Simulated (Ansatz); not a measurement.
**Question.** In (body-centred tetragonal, I4/mmm) is relaxed with plane-wave PAW r²SCAN+D4 (Ansatz code). What lattice parameters of the conventional cell result?

**Answer.** a = 3.206 Å, c = 5.023 Å.

The r²SCAN+D4 relaxation kept the symmetry of its start. The pairwise dispersion correction was not fitted to metals. Axis ratios of metals converge slowly with the k-mesh, so a and c are less sure than the volume.

Potentials: the earlier of the program's two PAW sets.
